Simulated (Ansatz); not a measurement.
InP:
```yaml
crystal:
  lattice:
    - [4.18183, 0.00000, 0.00000]
    - [-2.09091, 3.62157, 0.00000]
    - [0.00000, 0.00000, 9.39049]
  atoms:
    - { symbol: In, position: [0.00000, 0.49952, 0.66667] }
    - { symbol: In, position: [0.50048, 0.50048, 0.00000] }
    - { symbol: In, position: [0.49952, 0.00000, 0.33333] }
    - { symbol: P, position: [0.00000, 0.49973, 0.16667] }
    - { symbol: P, position: [0.50027, 0.50027, 0.50000] }
    - { symbol: P, position: [0.49973, 0.00000, 0.83333] }
```

Relaxed with PBE. Special points in fractions of this cell's reciprocal vectors: Γ (0.000, 0.000, 0.000); M (0.500, 0.000, 0.000); K (0.333, 0.333, 0.000); A (0.000, 0.000, 0.500); L (0.500, 0.000, 0.500); H (0.333, 0.333, 0.500).

Task: List the band energies nearest the Fermi level at these points for DFT-PBE with spin–orbit coupling in the program Ansatz with PAW potentials.

Result: In eV from the Fermi level; about four levels below and three above (degenerate sets whole), none deeper than 8.9 eV; points with the same levels are listed once.

```json
[
 {"k": "Γ", "below": "-0.32 -0.32 -0.19 -0.19", "above": "0.02 0.02 2.00 2.00"},
 {"k": "M", "below": "-1.36 -1.36 -1.20 -1.20", "above": "1.04 1.04 1.16 1.16"},
 {"k": "K", "below": "-1.38 -1.38 -1.35 -1.31", "above": "0.58 0.58 2.36"},
 {"k": "A", "below": "-0.39 -0.39 -0.14 -0.14", "above": "1.61 1.61 1.62 1.62"},
 {"k": "L", "below": "-1.61 -1.61 -1.39 -1.39", "above": "1.05 1.05 1.80 1.80"},
 {"k": "H", "below": "-1.69 -1.69 -1.04 -1.04", "above": "2.41 2.41 2.46 2.46 2.47"}
]
```

Space group P6_422. The start of the workflow was typed in or built on a structure type; neither database checked (COD, Materials Project) lists it. It is not the phase usual at ambient conditions (space group No. 216). The cell was relaxed with PBE under the symmetry of its start; whether a distortion lowers the energy is not shown. Point labels and valley counts follow the cell and symmetry of the run, lower than the named group. The Fermi level of a semimetal is unsure by some 0.05 eV on such meshes.

Potentials: the later of the program's two PAW sets.
